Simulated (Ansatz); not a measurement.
Input file for Ansatz (a quantum-chemistry and plane-wave program):

Ansatz 0.2 input:
```yaml
crystal:
  lattice:
    - [4.1298786853, 0.0, 0.0]
    - [0.0, 4.1298786853, 0.0]
    - [0.0, 0.0, 4.1298786853]
  atoms:
    - { symbol: La, position: [0.0, 0.0, 0.0] }
    - { symbol: B, position: [0.8003513113, 0.5, 0.5] }
    - { symbol: B, position: [0.1996486887, 0.5, 0.5] }
    - { symbol: B, position: [0.5, 0.8003513113, 0.5] }
    - { symbol: B, position: [0.5, 0.1996486887, 0.5] }
    - { symbol: B, position: [0.5, 0.5, 0.8003513113] }
    - { symbol: B, position: [0.5, 0.5, 0.1996486887] }
kpoints:
  mp_grid: { grid: [7, 7, 7] }
  band_path:
    path:
      - [[0.0, 0.0, 0.0], [0.0, 0.5, 0.0], [0.5, 0.5, 0.0], [0.0, 0.0, 0.0], [0.5, 0.5, 0.5], [0.0, 0.5, 0.0]]  # Γ-X-M-Γ-R-X
      - [[0.5, 0.5, 0.5], [0.5, 0.5, 0.0]]  # R-M
    npoints: 12
basis: { xc_grid: 2 }
hamiltonian:
  xc: pbesol
  pseudopotentials: { kind: paw }
magnetization: { noncollinear: true, spin_orbit: true }
scf:
  n_extra_bands: 15
  convergence: { dr2_threshold: 0.0000000001 }
  occupations: { method: gaussian, width: 0.05 }
output: { eigenvalues: true }
```

Output (shortened):

```
Pseudopotential: La, paw_fr, valence charge 11
Pseudopotential: B, paw_fr, valence charge 3
Functional definition: PBEsol
non-collinear run that drives no moment, with spin-orbit …
Crystal: 7 atoms, lattice volume = 70.439 Å³
Basis set: ecut = 420 eV, 1357 PW (Γ), exchange–correlation on 60×60×60 points (8 copies of the dense FFT grid, shifted against one another)
Bands: 44, of which v1, the nominal top of the filled ones, is band 29 counted from 1 (28 counted from 0)
Symmetry: 48 space group operations + 48 with time reversal
k-points: 20 of 343
Projection manifold: j_resolved (fully-relativistic pseudo-atomic orbitals)
SCF iter   1: F=—  HF=-7088.777936 eV  |F-HF|=—  |Δ(HF+E_count)|=         —  Δρ=7.24e-2  dr2=7.09e0  dr2_m=0.00e0 (ungated)  ethr=3.10e-3  |M|=0.00e0 ∫|m|=0.00e0 μB  |m|>n=0.0e0 m-floor=0.0e0 τ_xc=0.0e0  β_m=0.30  ⟨swp⟩=5.0  Hψ=2587  notcnv=0  defer=4
preconditioner: auto → Kerker (q_TF=auto, 2.353 Å⁻¹)
spin=Noncollinear: Kerker preconditioning applied to the charge; magnetization (m_x, m_y, m_z) channels mix plain (no charge-response kernel on spin).
SCF iter   2: F=—  HF=-7087.733485 eV  |F-HF|=—  |Δ(HF+E_count)|=    1.04e0  Δρ=5.32e-2  dr2=4.02e0  dr2_m=0.00e0 (ungated)  ethr=3.10e-3  |M|=0.00e0 ∫|m|=0.00e0 μB  |m|>n=0.0e0 m-floor=0.0e0 τ_xc=0.0e0  β_m=0.65  ⟨swp⟩=3.4  Hψ=756  notcnv=0  defer=190
preconditioner: auto → Resta (q_TF=auto, 2.353 Å⁻¹)
spin=Noncollinear: Resta preconditioning applied to the charge; magnetization (m_x, m_y, m_z) channels mix plain (no charge-response kernel on spin).
SCF iter   3: F=—  HF=-7086.429767 eV  |F-HF|=—  |Δ(HF+E_count)|=    1.30e0  Δρ=7.29e-3  dr2=3.43e-2  dr2_m=0.00e0 (ungated)  ethr=3.10e-3  |M|=0.00e0 ∫|m|=0.00e0 μB  |m|>n=0.0e0 m-floor=0.0e0 τ_xc=0.0e0  β_m=0.82  ⟨swp⟩=5.7  Hψ=913  notcnv=0  defer=180
SCF iter   4: F=—  HF=-7086.424976 eV  |F-HF|=—  |Δ(HF+E_count)|=   4.79e-3  Δρ=3.68e-3  dr2=1.93e-2  dr2_m=0.00e0 (ungated)  ethr=1.18e-4  |M|=0.00e0 ∫|m|=0.00e0 μB  |m|>n=0.0e0 m-floor=0.0e0 τ_xc=0.0e0  β_m=0.69  ⟨swp⟩=3.9  Hψ=963  notcnv=0  defer=180
SCF iter   5: F=—  HF=-7086.420288 eV  |F-HF|=—  |Δ(HF+E_count)|=   4.69e-3  Δρ=1.26e-3  dr2=1.98e-3  dr2_m=0.00e0 (ungated)  ethr=6.67e-5  |M|=0.00e0 ∫|m|=0.00e0 μB  |m|>n=0.0e0 m-floor=0.0e0 τ_xc=0.0e0  β_m=0.85  ⟨swp⟩=3.6  Hψ=680  notcnv=0  defer=180
SCF iter   6: F=—  HF=-7086.419879 eV  |F-HF|=—  |Δ(HF+E_count)|=   4.09e-4  Δρ=1.18e-4  dr2=1.35e-5  dr2_m=0.00e0 (ungated)  ethr=6.84e-6  |M|=0.00e0 ∫|m|=0.00e0 μB  |m|>n=0.0e0 m-floor=0.0e0 τ_xc=0.0e0  β_m=0.92  ⟨swp⟩=3.0  Hψ=688  notcnv=0  defer=180
SCF iter   7: F=—  HF=-7086.419879 eV  |F-HF|=—  |Δ(HF+E_count)|=   4.66e-7  Δρ=1.30e-5  dr2=1.27e-7  dr2_m=0.00e0 (ungated)  ethr=4.64e-8  |M|=0.00e0 ∫|m|=0.00e0 μB  |m|>n=0.0e0 m-floor=0.0e0 τ_xc=0.0e0  β_m=0.96  ⟨swp⟩=2.3  Hψ=564  notcnv=0  defer=180
SCF iter   8: F=—  HF=-7086.419880 eV  |F-HF|=—  |Δ(HF+E_count)|=   7.44e-7  Δρ=2.76e-6  dr2=5.48e-9  dr2_m=0.00e0 (ungated)  ethr=4.39e-10  |M|=0.00e0 ∫|m|=0.00e0 μB  |m|>n=0.0e0 m-floor=0.0e0 τ_xc=0.0e0  β_m=0.98  ⟨swp⟩=2.0  Hψ=665  notcnv=0  defer=180
SCF iter  10: F=-7086.419880 eV  HF=-7086.419880 eV  |F-HF|=9.09e-13  |Δ(HF+E_count)|=  2.82e-11  Δρ=3.99e-8  dr2=1.59e-12  dr2_m=0.00e0 (ungated)  ethr=1.00e-12  |M|=0.00e0 ∫|m|=0.00e0 μB  |m|>n=0.0e0 m-floor=0.0e0 τ_xc=0.0e0  ⟨swp⟩=11.6  Hψ=2098  notcnv=0
SCF 1 converged in 10 iterations: F = -7086.419880 eV  dr2 = 1.59e-12
NSCF: frozen V_eff on 74 k-points
SCF converged after 10 iterations
Magnetization: |M| = 0.0000 μB,  M = (+0.0000, +0.0000, +0.0000) μB
Absolute magnetization: 0.0000 μB (∫|m|)
  site 0: m = (+0.0000, +0.0000, +0.0000) μB, |m| = 0.0000 μB  (R = 1.25 Å)
  site 1: m = (+0.0000, +0.0000, +0.0000) μB, |m| = 0.0000 μB  (R = 0.68 Å)
  site 2: m = (+0.0000, +0.0000, +0.0000) μB, |m| = 0.0000 μB  (R = 0.68 Å)
  site 3: m = (+0.0000, +0.0000, +0.0000) μB, |m| = 0.0000 μB  (R = 0.68 Å)
  site 4: m = (+0.0000, +0.0000, +0.0000) μB, |m| = 0.0000 μB  (R = 0.68 Å)
  site 5: m = (+0.0000, +0.0000, +0.0000) μB, |m| = 0.0000 μB  (R = 0.68 Å)
  site 6: m = (+0.0000, +0.0000, +0.0000) μB, |m| = 0.0000 μB  (R = 0.68 Å)
Free energy (F): -7086.419880 eV
Harris-Foulkes:  -7086.419880 eV  (|F-HF|=9.09e-13)
Internal energy: -7086.415015 eV  (E = F + TS)
E sigma→0 (E₀):  -7086.417447 eV
Entropy (-TS):   -0.004865 eV (-0.695 meV/atom)
Fermi energy:    12.275185 eV
--- Per-component energies (eV) ---
  E_band       = 51.999033
  E_kinetic    = 494.591429
  E_local      = -380.165985  (includes V_loc(G=0)·N_el)
  E_nonlocal   = 167.891314
  E_hartree    = 116.961829
  E_xc         = -333.903579
  E_vxc        = -380.543154  (∫ρ·V_xc dr)
  E_paw        = -5788.452601  (= ΣΔE_a)
  E_vpaw       = -83.698196  (= ΣTr[D̂ρ^β])
  E_aug_tail   = -0.000016  (compensation charges beyond the density's cutoff)
  E_ewald      = -1363.596098
  E_core_change = 0.258692  (= ΣΔE_core)
  E_smearing   = -0.004865  (= −TS)
  E_closure    =  0.000000  (closes the sum)
  Σ components = -7086.419880   (vs F -7086.419880, Δ=0.00e0)
  [band-id]    e_kinetic+e_local+e_nonlocal+2·e_hartree+e_vxc+e_vpaw+e_augmentation_tail = 51.999050   (vs E_band 51.999033, Δ=1.73e-5)
--- Band table (eV; the first three rows and the last of 20) ---
  k-point 0: bands = ["-20.6342", "-20.6342", "-6.0737", "-6.0737", "-3.6914", "-3.6914", "-3.6914", "-3.6914", "-3.3594", "-3.3594", "4.2674", "4.2674", "4.6184", "4.6184", "4.7770", "4.7770", "4.7770", "4.7770", "5.2955", "5.2955", "5.2955", "5.2955", …
  k-point 1: bands = ["-20.6291", "-20.6291", "-6.1065", "-6.1065", "-3.9720", "-3.9720", "-3.6709", "-3.6709", "-3.0250", "-3.0250", "3.3438", "3.3438", "4.6483", "4.6483", "4.7513", "4.7513", "4.8726", "4.8726", "5.3798", "5.3798", "6.3874", "6.3874", …
  k-point 2: bands = ["-20.6175", "-20.6175", "-6.1887", "-6.1887", "-4.2473", "-4.2473", "-3.6241", "-3.6241", "-2.5928", "-2.5928", "2.3090", "2.3090", "4.6322", "4.6322", "4.6832", "4.6832", "5.1821", "5.1821", "5.5944", "5.5944", "7.8430", "7.8430", …
  k-point 19: bands = ["-20.5589", "-20.5589", "-6.3033", "-6.3033", "-4.0408", "-4.0408", "-4.0224", "-4.0224", "-2.5625", "-2.5625", "2.2938", "2.2938", "2.3030", "2.3030", "2.4291", "2.4291", "7.2134", "7.2134", "7.5428", "7.5428", "7.6793", "7.6793", …
```

Cost: roughly 50 core-seconds on shared cores.

Space group Pm-3m. The cell was relaxed with PBEsol under the symmetry of its start; of distortions, only those at the zone centre were tested.

Potentials: the later of the program's two PAW sets.

Ansatz is a plane-wave DFT program.
